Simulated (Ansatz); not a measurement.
AlCu: energy along a strain

AlCu, Pm-3m, a = 2.998 Å (as given, not relaxed at this level: -4.8 GPa). The structure is a Materials Project entry; whether it is the stable form wasn't checked. Ansatz: PBEsol, PAW, 420 eV, Γ-centred 16×16×16 mesh on 2 atoms, Gaussian smearing 0.15 eV; no spin polarisation. Cell vectors (Å): 2.998 0.000 0.000; 0.000 2.998 0.000; 0.000 0.000 2.998. The cell is strained by x per cent times the pattern (0 0 0 0 0 1) in the order xx yy zz yz xz xy (engineering shears), with fractional coordinates held. y is the free energy over the start, V0 = 13.466 Å³/atom. Symmetry makes y even in x.

| x (%) | y (meV/atom) |
| --- | --- |
| -6.00 | ? |
| -3.00 | 1.07 |
| 0.00 | 0.00 |
| 0.75 | 0.06 |
| 1.50 | 0.24 |
| 2.25 | 0.57 |
| 3.75 | 1.75 |
| 4.50 | 2.65 |
| 5.25 | 3.80 |

Task: Fit y = c2 x² + c4 x⁴ to the other rows, get the stiffness along the pattern, and predict the missing energy.

Result: Least squares on the rows shown. y = 0.1096 x² + 0.001032 x⁴. The clamped-ion stiffness p·C·p = 2 × 1.096 eV × 160.2 / 13.466 Å³ = 26 GPa, which is C66 in these axes (C44 of the cubic crystal) (second derivative at the start, which stands under stress). At x = -6.00 the fit asked for gives 5.28 meV/atom. The run gave 5.21 meV/atom, so the fit is 0.07 meV/atom too high, a small miss on the scale of the series.